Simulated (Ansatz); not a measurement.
B₂O₃:
```xyz
15
Lattice="4.3427 0.0000 0.0000 -2.1713 3.7609 0.0000 0.0000 0.0000 8.3889" Properties=species:S:1:pos:R:3 pbc="T T T"
B      2.0369     2.2665     6.5041
B      1.3614     0.6308     0.9115
B      3.1157     0.8637     3.7078
B      0.9444     2.8972     1.8848
B     -0.1345     1.4944     7.4775
B     -0.8099     3.1301     4.6812
O     -0.5610     2.0524     3.8757
O      0.6744     2.2489     6.6721
O     -0.1134     3.2205     1.0794
O      2.0580     0.5404     4.5132
O      1.6104     1.7084     1.7169
O      2.8457     1.5120     7.3095
O     -1.8243     3.1597     5.5926
O      0.3471     0.6012     0.0000
O      3.6485     0.0000     2.7963
```

Tensor components refer to the Cartesian frame of this cell.

Give the high-frequency dielectric tensor and the Born effective charge tensors of the independent atoms from DFPT, the program Ansatz at the r²SCAN level (PAW).


ε∞:
```
2.71  0.00  0.00
0.00  2.71  0.00
0.00  0.00  2.65
```
Z* of atom 1 (B), rows: field, columns: displacement, in e:
```
 3.18  -0.09   0.07
 0.16   1.93  -0.44
-0.32  -0.84   2.30
```
Z* of atom 7 (O), rows: field, columns: displacement, in e:
```
-1.10  -0.52   0.03
-0.45  -2.51  -0.55
 0.14  -0.70  -1.34
```
Z* of atom 13 (O), rows: field, columns: displacement, in e:
```
-1.65  -0.26   0.59
-0.26  -1.35   0.34
 0.92   0.53  -1.92
```

Static charges for comparison (Bader): B1 +2.45, O7 -1.63, O13 -1.64 e. Born charges measure polarisation by displacement and can exceed these by far.

Space group P3_121. The first step of the workflow began from a Materials Project structure, measured or hypothetical; the Crystallography Open Database files this formula in space group No. 152, but the cells were not matched. Whether it is the stable phase at ambient conditions was not checked. Symmetry was held in the r²SCAN relaxation; its stability against distortions is not shown here.

Potentials: the earlier of the program's two PAW sets.
